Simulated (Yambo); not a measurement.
BSE-type run in Yambo on SiC (zinc blende, space group F-43m, No. 216) under isotropic strain of -1.5 % on all lattice vectors, at zero momentum.

Quantum ESPRESSO step (PBEsol, PseudoDojo standard norm-conserving files, scalar-relativistic):
```
&CONTROL
  calculation = 'nscf'
  pseudo_dir = './pseudo'
  outdir = './out'
/
&SYSTEM
  ibrav = 0
  nat = 2
  ntyp = 2
  ecutwfc = 82.0
  ecutrho = 328.0
  occupations = 'fixed'
  force_symmorphic = .true.
  nbnd = 15
/
&ELECTRONS
  conv_thr = 2e-09
  diago_full_acc = .true.
  diago_thr_init = 1e-08
/
ATOMIC_SPECIES
C 12.0110 C.upf
Si 28.0850 Si.upf
CELL_PARAMETERS angstrom
  0.000000000000   2.145873741006   2.145873741006
  2.145873741006   0.000000000000   2.145873741006
  2.145873741006   2.145873741006   0.000000000000
ATOMIC_POSITIONS crystal
C   0.000000000000   0.000000000000   0.000000000000
Si   0.750000000000   0.750000000000   0.750000000000
K_POINTS automatic
10 10 10 0 0 0
```

Yambo input:
```
rim_cut
optics
bse
bss
dipoles
em1s
RandQpts= 1000000
RandGvec= 1 Ry
FFTGvecs= 40 Ry
Chimod= "HARTREE"
BSKmod= "SEX"
BSEmod= "resonant"
BSSmod= "hs"
BSENGexx= 15 Ry
BSENGBlk= 4 Ry
% KfnQP_E
 1.207 | 1.0 | 1.0 |
%
% BSEQptR
 1 | 1 |
%
% BSEBands
 2 | 5 |
%
% BEnRange
 0.0 | 10.7 | eV
%
% BDmRange
 0.15 | 0.15 | eV
%
BEnSteps= 214
% BLongDir
 1.0 | 0.0 | 0.0 |
%
BSHayTrs= -0.02
BSSNEig= 24
WRbsWF
% BndsRnXs
 1 | 11 |
%
NGsBlkXs= 4 Ry
% LongDrXs
 1.0 | 1.0 | 1.0 |
%
```

From the report:

The dimension is k points × valence × conduction bands = 1000 × 3 × 1 = 3000.
```
   [SLEPC] Approach                          : Krylov-Schur
   [SLEPC] Number of requested eigenvalues   :  24
   [SLEPC] Number of eigenvalues        [NEV]:  24
    [K] Dimension                                    :  3000
    [K] Bands                                        :   2   5
    [K] Exchange res                                 : yes
    [K] Correlation res                              : yes
    [K] W interaction is bare                        : no
    [K] RL vectors exchange                          :  169
    [K] RL vectors correlation                       :  27
    [W] Matrix size                                  :  27
    [W] Bands                                        :   1  11
    [W] Coulomb Cutoff                               : none
    [W] Hxc Kernel                                   : HARTREE
```

Geometry strained from the cell relaxed with PBEsol, atoms relaxed again.
